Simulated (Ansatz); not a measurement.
Geometry optimisation in Ansatz: input, command and trajectory.

```yaml
crystal:
  lattice:
    - [2.1768847519, -4.5535963227, 0.0]
    - [2.1768847519, 4.5535963227, 0.0]
    - [0.0, 0.0, 4.2025540016]
  atoms:
    - { symbol: Li, position: [0.5886987827, 0.4113012173, 0.75] }
    - { symbol: Li, position: [0.4113012173, 0.5886987827, 0.25] }
    - { symbol: Li, position: [0.2405396896, 0.7594603104, 0.75] }
    - { symbol: Li, position: [0.7594603104, 0.2405396896, 0.25] }
    - { symbol: Ga, position: [0.9225835627, 0.0774164373, 0.75] }
    - { symbol: Ga, position: [0.0774164373, 0.9225835627, 0.25] }
basis:
  ecutwfc: 500
kpoints:
  mp_grid: { grid: [10, 10, 8] }
hamiltonian:
  xc: r2scan
scf:
  occupations: { method: gaussian, width: 0.1 }
output:
  forces: true
  stress: true
  eigenvalues: true
relax:
  adjacent_minimum: "off"
  f_tol: 0.01
  max_steps: 30
  cell: { stress_tol: 0.1, fix: [volume] }
```

```bash
ansatz run input.yaml --threads 1 --pin off --max-ram 2560MiB --backend cpu --events-out ev --progress --plain --runs-dir out
```

Computed with DFT r2SCAN, scalar-relativistic, plane waves, PAW (Ansatz).

The volume is held at 0.91 times that of the relaxed cell.

Of 4 frames 3 are shown, positions in Å and forces in eV/Å; the SCF threshold varies from step to step. Steps run on the plane waves of an earlier cell, with a Pulay correction in the pressure. The basis is chosen afresh for the last frame, the zero of the energies, and at times for earlier ones too; energy and pressure step there, also at an unchanged geometry.

```xyz
6
Lattice="2.1769 -4.5536 0.0000 2.1769 4.5536 0.0000 0.0000 0.0000 4.2026" Properties=species:S:1:pos:R:3:forces:R:3 pbc="T T T" step=1 free_energy_over_end_meV_per_atom=0.14 pressure_GPa=4.04
Li    2.1769   -0.8078    3.1519    0.0000   -0.0243    0.0000
Li    2.1769    0.8078    1.0506    0.0000    0.0243    0.0000
Li    2.1769    2.3630    3.1519    0.0000   -0.0140    0.0000
Li    2.1769   -2.3630    1.0506    0.0000    0.0140    0.0000
Ga    2.1769   -3.8485    3.1519    0.0000    0.0563    0.0000
Ga    2.1769    3.8485    1.0506    0.0000   -0.0563    0.0000
6
Lattice="2.1738 -4.5507 0.0000 2.1738 4.5507 0.0000 0.0000 0.0000 4.2112" Properties=species:S:1:pos:R:3:forces:R:3 pbc="T T T" step=2 free_energy_over_end_meV_per_atom=0.01 pressure_GPa=3.95
Li    2.1738   -0.8165    3.1584    0.0000    0.0073    0.0000
Li    2.1738    0.8165    1.0528    0.0000   -0.0073    0.0000
Li    2.1738    2.3570    3.1584    0.0000    0.0023    0.0000
Li    2.1738   -2.3570    1.0528    0.0000   -0.0023    0.0000
Ga    2.1738   -3.8422    3.1584    0.0000    0.0210    0.0000
Ga    2.1738    3.8422    1.0528    0.0000   -0.0210    0.0000
6
Lattice="2.1742 -4.5480 0.0000 2.1742 4.5480 0.0000 0.0000 0.0000 4.2129" Properties=species:S:1:pos:R:3:forces:R:3 pbc="T T T" step=4 free_energy_over_end_meV_per_atom=0.00 pressure_GPa=3.94
Li    2.1742   -0.8132    3.1597    0.0000   -0.0008    0.0000
Li    2.1742    0.8132    1.0532    0.0000    0.0008    0.0000
Li    2.1742    2.3557    3.1597    0.0000    0.0013    0.0000
Li    2.1742   -2.3557    1.0532    0.0000   -0.0013    0.0000
Ga    2.1742   -3.8370    3.1597    0.0000   -0.0018    0.0000
Ga    2.1742    3.8370    1.0532    0.0000    0.0018    0.0000
```

It took 2.8 min on 1 thread of Arm Neoverse V1 (shared host), peak memory 0.84 GiB.